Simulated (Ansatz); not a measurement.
Si2Ni (fluorite or antifluorite type, Fm-3m), a = 5.387 Å, b = 5.387 Å, c = 5.387 Å, α = 90.00°, β = 90.00°, γ = 90.00°; the cell used has 3 atoms.

Relaxed with r²SCAN.

Question: Decompose the optical modes at the zone centre into irreducible representations, and say which are infrared and Raman allowed.

Answer: Point group m-3m: Γ_opt = T1u + T2g. Infrared: T1u. Raman: T2g.

Question: Assign frequencies (DFPT, r²SCAN (plane waves, PAW; program Ansatz)).

Answer: T1u 317, T2g 331 cm⁻¹.

The r²SCAN relaxation kept the symmetry of its start; of distortions, only those at the zone centre were tested. No spin polarisation was allowed. As this level gives no gap, phonon frequencies hold no LO–TO term and depend on the k-mesh and smearing (Fermi–Dirac, 0.1 eV here).

Potentials: the earlier of the program's two PAW sets.
